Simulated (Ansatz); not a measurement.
BaZrO3 (cubic perovskite)

```
BaZrO3
1.0
    4.20507     0.00000     0.00000
    0.00000     4.20507     0.00000
    0.00000     0.00000     4.20507
Ba Zr O
1 1 3
Cartesian
  0.00000   0.00000   0.00000
  2.10254   2.10254   2.10254
  2.10254   0.00000   2.10254
  0.00000   2.10254   2.10254
  2.10254   2.10254   0.00000
```

The volume is varied about the relaxed value V₀ at fixed cell shape. Symmetry pins the atoms to their sites.

Calculation: r2SCAN (plane waves to 500 eV, PAW, scalar-relativistic; Ansatz, a first-principles code). k mesh 8×8×8 (Γ-centred), Fermi-Dirac smearing 0.05 eV. The energy includes the smearing's −TS. Compression counts positive. BaZrO3 is run without spin polarisation. BaZrO3 was relaxed with its symmetry unable to fall. The zero of ΔE is the relaxed starting cell.

```csv
V (Å³/cell),P (GPa),ΔE (eV/atom)
62.46,41.6,0.2644
65.43,27.6,0.1370
68.41,16.3,0.0562
71.38,7.3,0.0130
74.36,0.0,0.0000
77.33,-5.9,0.0113
80.31,-10.6,0.0423
83.28,-14.4,___
86.25,-17.5,___
```

Problem. Fill in the missing entries.

Solution. 
- 83.28, ΔE (eV/atom): 0.0891
- 86.25, ΔE (eV/atom): 0.1486

(A scan under strain: stresses follow from slopes of the energy per volume, elastic moduli from its curvatures.)
